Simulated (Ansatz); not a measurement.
# Structure relaxation, TiO₂

The start is a generated cell, TiO2 placed in the alpha-cristobalite structure type. Cell shape, volume and atoms are optimised at zero target pressure with r2SCAN (plane waves to 500 eV, PAW, scalar-relativistic; Ansatz, an electronic-structure program). The first steps use a coarse 4×4×3 k-mesh.

Starting cell:
```
CELL_PARAMETERS angstrom
      5.28894     0.00000     0.00000
      0.00000     5.28894     0.00000
      0.00000     0.00000     7.35170
ATOMIC_POSITIONS crystal
  Ti 0.30470 0.30470 0.00000
  Ti 0.80470 0.19530 0.75000
  Ti 0.19530 0.80470 0.25000
  Ti 0.69530 0.69530 0.50000
  O  0.23810 0.11090 0.18260
  O  0.73810 0.38910 0.56740
  O  0.26190 0.61090 0.06740
  O  0.76190 0.88910 0.68260
  O  0.88910 0.76190 0.31740
  O  0.38910 0.73810 0.43260
  O  0.61090 0.26190 0.93260
  O  0.11090 0.23810 0.81740
```

- Initial pressure: +25.5 GPa (positive: the cell is compressed)
- Energy released: 0.22 eV/atom
- Volume change: +41.3 %, from 17.14 to 24.22 Å³/atom
- Shortest distances (start → end): The closest pairs of elements (up to four, under 3.6 Å), start → end: O–Ti 1.71 → 1.81 Å; O–O 2.78 → 2.95 Å; Ti–Ti 3.27 → 3.61 Å
- Optimiser moves: 22

The end point of the relaxation:

Space group Fd-3m, origin choice 1 (No. 227); a = b = c = 8.346 Å, α = β = γ = 90.00°

| atom | site | symmetry | x | y | z |
|---|---|---|---|---|---|
| Ti | 8b | -43m | 0.5000 | 0.5000 | 0.5000 |
| O | 16d | .-3m | 0.6250 | 0.6250 | 0.6250 |
(The calculation used a cell of 6 atoms; values per cell refer to that cell.)

Final values are on a 6×6×6 k-mesh of the relaxed cell. No spin polarisation in the result.

The run could not lose the symmetry of its start.

The first start was generated by placing the elements on the sites of a structure type. Materials Project lists a structure of TiO2 in the same space group, Fd-3m (No. 227); the sites were not compared with it, nor with measured phases. Known forms of TiO2 include space group No. 61, 136, 141.
